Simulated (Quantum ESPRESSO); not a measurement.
## Zn2GaSe3Cl (finding a planted mistake in a log)

Simulated, not a measurement. The program is pw.x of Quantum ESPRESSO 7.5 (plane-wave density functional theory). The cell is made up: 7 atoms on a wurtzite lattice with one site empty, with randomly drawn elements, strain and displacements, not relaxed. PseudoDojo standard norm-conserving files (v0.5 for PBE, v0.4.1 for LDA and PBEsol) set the functional; there is no spin polarisation, spin-orbit coupling or dispersion term, and the masses in the input are unused placeholders.

Intended input:

```
&control calculation='scf', pseudo_dir='./dojo.nc.sr.pbe.v0_5.standard.upf', outdir='./o', disk_io='low', tprnfor=.true., tstress=.true. /
&system ibrav=0, nat=7, ntyp=4, nbnd=60, ecutwfc=85.99341389, nosym=.true., tot_charge=0,
 occupations='smearing', smearing='fd', degauss=0.0018374661
/
&electrons conv_thr=7.350e-09, electron_maxstep=60, /
ATOMIC_SPECIES
Cl 1.0 Cl.upf
Ga 1.0 Ga.upf
Se 1.0 Se.upf
Zn 1.0 Zn.upf
CELL_PARAMETERS angstrom
4.1168 -0.0415 -0.0643
-0.072 7.0467 0.0598
-0.105 0.0564 6.5265
ATOMIC_POSITIONS angstrom
Zn 0.1378 0.0257 0.0808
Ga 1.8097 1.4944 3.2624
Zn -0.0427 4.6985 3.3465
Se -0.0192 0.0817 2.597
Se 2.0235 3.5939 2.3993
Se 2.0201 1.2086 5.6221
Cl -0.0811 4.6698 5.7013
K_POINTS automatic
4 4 4 1 1 1
```

The log is shortened where brackets say so; the opening notice, blank lines, dates and the lines on written files are dropped, and the path of the files is cut. It prints rydbergs, bohrs and kilobars, and counts compression as positive stress. Where no state is partly filled, the Fermi energy that it prints is only some level between the filled and the empty states on the mesh, and need not lie in the true gap.

Log of the intended run:

```
     Program PWSCF v.7.5
     Parallel version (MPI & OpenMP), running on       4 processor cores
     Number of MPI processes:                 4
     Threads/MPI process:                     1
     [start-up lines left out]
     bravais-lattice index     =            0
     lattice parameter (alat)  =       7.7810  a.u.
     unit-cell volume          =    1277.1383 (a.u.)^3
     number of atoms/cell      =            7
     number of atomic types    =            4
     number of electrons       =       108.00
     number of Kohn-Sham states=           60
     kinetic-energy cutoff     =      85.9934  Ry
     charge density cutoff     =     343.9737  Ry
     scf convergence threshold =      7.3E-09
     mixing beta               =       0.7000
     number of iterations used =            8  plain     mixing
     Exchange-correlation= PBE
                           (   1   4   3   4   0   0   0)
     [axes and pseudopotential details left out]
   Cartesian axes
     site n.     atom                  positions (alat units)
         1        Zn     tau(   1) = (   0.0334668   0.0062416   0.0196235  )
         2        Ga     tau(   2) = (   0.4395131   0.3629377   0.7923233  )
         3        Zn     tau(   3) = (  -0.0103703   1.1411019   0.8127482  )
         4        Se     tau(   4) = (  -0.0046630   0.0198421   0.6307208  )
         5        Se     tau(   5) = (   0.4914376   0.8728331   0.5827064  )
         6        Se     tau(   6) = (   0.4906119   0.2935268   1.3654122  )
         7        Cl     tau(   7) = (  -0.0196964   1.1341317   1.3846471  )
     number of k points=    32  Fermi-Dirac smearing, width (Ry)=  0.0018
                       cart. coord. in units 2pi/alat
        k(    1) = (   0.1270178   0.0736563   0.0802684), wk =   0.0625000
        k(    2) = (   0.1294688   0.0723425   0.2380420), wk =   0.0625000
     [further k points left out]
     Dense  grid:   137551 G-vectors     FFT dimensions: (  45,  80,  75)
     Estimated max dynamical RAM per process >     332.81 MB
     Estimated total dynamical RAM >       1.20 GB
     Initial potential from superposition of free atoms
     starting charge     107.9968, renormalised to     108.0000
     Starting wfcs are   60 randomized atomic wfcs
     total cpu time spent up to now is        7.2 secs
     per-process dynamical memory:   242.5 Mb
     Self-consistent Calculation
     iteration #  1     ecut=    85.99 Ry     beta= 0.70
     Davidson diagonalization with overlap
     ethr =  1.00E-02,  avg # of iterations =  5.6
     Threshold (ethr) on eigenvalues was too large:
     Diagonalizing with lowered threshold
     Davidson diagonalization with overlap
     ethr =  3.13E-04,  avg # of iterations =  4.8
     total cpu time spent up to now is       38.2 secs
     total energy              =   -1749.53268421 Ry
     estimated scf accuracy    <       0.32554627 Ry
     iteration #  2     ecut=    85.99 Ry     beta= 0.70
     Davidson diagonalization with overlap
     ethr =  3.01E-04,  avg # of iterations =  5.2
     total cpu time spent up to now is       54.6 secs
     total energy              =   -1749.60391100 Ry
     estimated scf accuracy    <       0.25677428 Ry
     [iterations 3 to 8 left out]
     iteration #  9     ecut=    85.99 Ry     beta= 0.70
     Davidson diagonalization with overlap
     ethr =  2.59E-10,  avg # of iterations =  2.7
     total cpu time spent up to now is      159.8 secs
     total energy              =   -1749.66577450 Ry
     estimated scf accuracy    <       0.00000003 Ry
     iteration # 10     ecut=    85.99 Ry     beta= 0.70
     Davidson diagonalization with overlap
     ethr =  2.90E-11,  avg # of iterations =  3.2
     total cpu time spent up to now is      179.5 secs
     End of self-consistent calculation
     [lines on levels left out]
     the Fermi energy is     6.4609 ev
!    total energy              =   -1749.66577451 Ry
     estimated scf accuracy    <          5.2E-09 Ry
     smearing contrib. (-TS)   =      -0.00000000 Ry
     internal energy E=F+TS    =   -1749.66577451 Ry
     The total energy is F=E-TS. E is the sum of the following terms:
     one-electron contribution =   -1412.55474645 Ry
     hartree contribution      =     725.67221145 Ry
     xc contribution           =    -285.87123481 Ry
     ewald contribution        =    -776.91200470 Ry
     convergence has been achieved in  10 iterations
     Forces acting on atoms (cartesian axes, Ry/au):
     atom    1 type  4   force =    -0.00675223   -0.00602969   -0.03165416
     atom    2 type  2   force =     0.02417641   -0.04084897    0.03378374
     atom    3 type  4   force =     0.00721233   -0.00856301    0.02908648
     atom    4 type  3   force =    -0.02557544   -0.00170054   -0.03346225
     atom    5 type  3   force =    -0.00708160    0.03868092   -0.02948462
     atom    6 type  3   force =     0.00693193   -0.00785953    0.03289447
     atom    7 type  1   force =     0.00108860    0.02632081   -0.00116367
     Total force =     0.107375     Total SCF correction =     0.000691
     Computing stress (Cartesian axis) and pressure
          total   stress  (Ry/bohr**3)                   (kbar)     P=      -12.45
  -0.00013789   0.00006630   0.00005167          -20.28        9.75        7.60
   0.00006630  -0.00006294  -0.00006299            9.75       -9.26       -9.27
   0.00005167  -0.00006299  -0.00005305            7.60       -9.27       -7.80
     init_run     :      6.75s CPU      7.03s WALL (       1 calls)
     electrons    :    171.18s CPU    172.41s WALL (       1 calls)
     forces       :      2.29s CPU      2.35s WALL (       1 calls)
     stress       :      7.82s CPU      7.92s WALL (       1 calls)
     [timing details left out]
     PWSCF        :   3m 8.32s CPU   3m10.13s WALL
     JOB DONE.
```

A second run was made from an input with one planted mistake. Its log:

```
     Program PWSCF v.7.5
     Parallel version (MPI & OpenMP), running on       4 processor cores
     Number of MPI processes:                 4
     Threads/MPI process:                     1
     [start-up lines left out]
     bravais-lattice index     =            0
     lattice parameter (alat)  =       7.7810  a.u.
     unit-cell volume          =    1277.1383 (a.u.)^3
     number of atoms/cell      =            7
     number of atomic types    =            4
     number of electrons       =       108.00
     number of Kohn-Sham states=           78
     kinetic-energy cutoff     =      85.9934  Ry
     charge density cutoff     =     343.9737  Ry
     scf convergence threshold =      7.3E-09
     mixing beta               =       0.7000
     number of iterations used =            8  plain     mixing
     Exchange-correlation= PBE
                           (   1   4   3   4   0   0   0)
     [axes and pseudopotential details left out]
   Cartesian axes
     site n.     atom                  positions (alat units)
         1        Zn     tau(   1) = (   0.0334668   0.0062416   0.0196235  )
         2        Ga     tau(   2) = (   0.4395131   0.3629377   0.7923233  )
         3        Zn     tau(   3) = (  -0.0103703   1.1411019   0.8127482  )
         4        Se     tau(   4) = (  -0.0046630   0.0198421   0.6307208  )
         5        Se     tau(   5) = (   0.4914376   0.8728331   0.5827064  )
         6        Se     tau(   6) = (   0.4906119   0.2935268   1.3654122  )
         7        Cl     tau(   7) = (  -0.0196964   1.1341317   1.3846471  )
     number of k points=    32  Fermi-Dirac smearing, width (Ry)=  0.0492
                       cart. coord. in units 2pi/alat
        k(    1) = (   0.1270178   0.0736563   0.0802684), wk =   0.0625000
        k(    2) = (   0.1294688   0.0723425   0.2380420), wk =   0.0625000
     [further k points left out]
     Dense  grid:   137551 G-vectors     FFT dimensions: (  45,  80,  75)
     Estimated max dynamical RAM per process >     394.70 MB
     Estimated total dynamical RAM >       1.44 GB
     Initial potential from superposition of free atoms
     starting charge     107.9968, renormalised to     108.0000
     Starting wfcs are   60 randomized atomic wfcs +   18 random wfcs
     total cpu time spent up to now is        6.0 secs
     per-process dynamical memory:   287.0 Mb
     Self-consistent Calculation
     iteration #  1     ecut=    85.99 Ry     beta= 0.70
     Davidson diagonalization with overlap
     ethr =  1.00E-02,  avg # of iterations =  6.3
     Threshold (ethr) on eigenvalues was too large:
     Diagonalizing with lowered threshold
     Davidson diagonalization with overlap
     ethr =  2.68E-04,  avg # of iterations =  7.7
     total cpu time spent up to now is       35.2 secs
     total energy              =   -1749.59328531 Ry
     estimated scf accuracy    <       0.28877341 Ry
     iteration #  2     ecut=    85.99 Ry     beta= 0.70
     Davidson diagonalization with overlap
     ethr =  2.67E-04,  avg # of iterations =  5.0
     total cpu time spent up to now is       50.1 secs
     total energy              =   -1749.64054914 Ry
     estimated scf accuracy    <       0.30578277 Ry
     [iterations 3 to 9 left out]
     iteration # 10     ecut=    85.99 Ry     beta= 0.70
     Davidson diagonalization with overlap
     ethr =  1.24E-10,  avg # of iterations =  3.3
     total cpu time spent up to now is      145.7 secs
     total energy              =   -1749.71545279 Ry
     estimated scf accuracy    <       0.00000001 Ry
     iteration # 11     ecut=    85.99 Ry     beta= 0.70
     Davidson diagonalization with overlap
     ethr =  1.33E-11,  avg # of iterations =  3.0
     total cpu time spent up to now is      156.9 secs
     End of self-consistent calculation
     [lines on levels left out]
     the Fermi energy is     6.4864 ev
!    total energy              =   -1749.71545279 Ry
     estimated scf accuracy    <          3.9E-09 Ry
     smearing contrib. (-TS)   =      -0.17068860 Ry
     internal energy E=F+TS    =   -1749.54476419 Ry
     The total energy is F=E-TS. E is the sum of the following terms:
     one-electron contribution =   -1412.62851304 Ry
     hartree contribution      =     725.83645145 Ry
     xc contribution           =    -285.84069789 Ry
     ewald contribution        =    -776.91200470 Ry
     convergence has been achieved in  11 iterations
     Forces acting on atoms (cartesian axes, Ry/au):
     atom    1 type  4   force =    -0.00658360   -0.00638243   -0.02072827
     atom    2 type  2   force =     0.02476013   -0.04408261    0.01849160
     atom    3 type  4   force =     0.00699222   -0.00403106    0.01872153
     atom    4 type  3   force =    -0.02818184   -0.00787201   -0.02660766
     atom    5 type  3   force =    -0.00550243    0.04891409   -0.02758314
     atom    6 type  3   force =     0.00750966   -0.00803088    0.03717174
     atom    7 type  1   force =     0.00100586    0.02148489    0.00053420
     Total force =     0.102670     Total SCF correction =     0.000675
     Computing stress (Cartesian axis) and pressure
          total   stress  (Ry/bohr**3)                   (kbar)     P=        2.71
  -0.00004282   0.00007747   0.00004826           -6.30       11.40        7.10
   0.00007747   0.00005445  -0.00007785           11.40        8.01      -11.45
   0.00004826  -0.00007785   0.00004359            7.10      -11.45        6.41
     init_run     :      5.45s CPU      5.74s WALL (       1 calls)
     electrons    :    144.56s CPU    151.00s WALL (       1 calls)
     forces       :      1.50s CPU      1.57s WALL (       1 calls)
     stress       :      5.50s CPU      5.55s WALL (       1 calls)
     [timing details left out]
     PWSCF        :   2m37.30s CPU   2m44.30s WALL
     JOB DONE.
```

Question: what was wrong in the second input?

Answer: the smearing is too wide. The input lines that differ, file-writing options aside:

```
- &system ibrav=0, nat=7, ntyp=4, nbnd=60, ecutwfc=85.99341389, nosym=.true., tot_charge=0,
+ &system ibrav=0, nat=7, ntyp=4, nbnd=78, ecutwfc=85.99341389, nosym=.true., tot_charge=0,
-  occupations='smearing', smearing='fd', degauss=0.0018374661
+  occupations='smearing', smearing='fd', degauss=0.0492440917
```

```
                                            intended run  run with the mistake
                          free energy (eV)    -23805.416            -23806.092
                    smearing term -TS (eV)        0.0000               -2.3223
                            pressure (GPa)         -1.24                  0.27
            largest force component (eV/Å)         1.050                 1.258
largest change of a force component (eV/Å)                               0.393
                                iterations            10                    11
```

For scale, a rerun of the intended cell at 1467 eV and a 6 x 6 x 6 mesh moved values by no more than 0.022 eV in energy, 0.18 GPa in stress and 0.011 eV/Å in force. The number of bands, nbnd, was set by rule from the electron count and the smearing, so it follows the mistake.